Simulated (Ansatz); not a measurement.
According to DFT-PBE in the program Ansatz with PAW potentials, InSb in the cubic phase (Pm-3n; In on 6c, Sb on 6d) relaxes to a = 8.182 Å. Against the elements it lies at -5 meV/atom, with no fitted shifts.

Electronic character: no gap, with almost no states at the Fermi level (zero-gap or semimetallic). Gap from PBE with spin–orbit coupling: none (metallic).

The bulk modulus is 28.0 GPa.

The start of the workflow was typed in or built on a structure type; neither database checked (COD, Materials Project) lists it. It is not the phase usual at ambient conditions (space group No. 216). The PBE relaxation kept the symmetry of its start; its stability against distortions is not shown here. The volume moved by 36 % from the start of the relaxation. A small band overlap can be real or an error of a semilocal functional. The references are the lowest solids computed at this level, not always the standard phases. Scalar-relativistic: spin–orbit coupling is off unless named, which matters more the heavier the elements.

Potentials: the earlier of the program's two PAW sets.
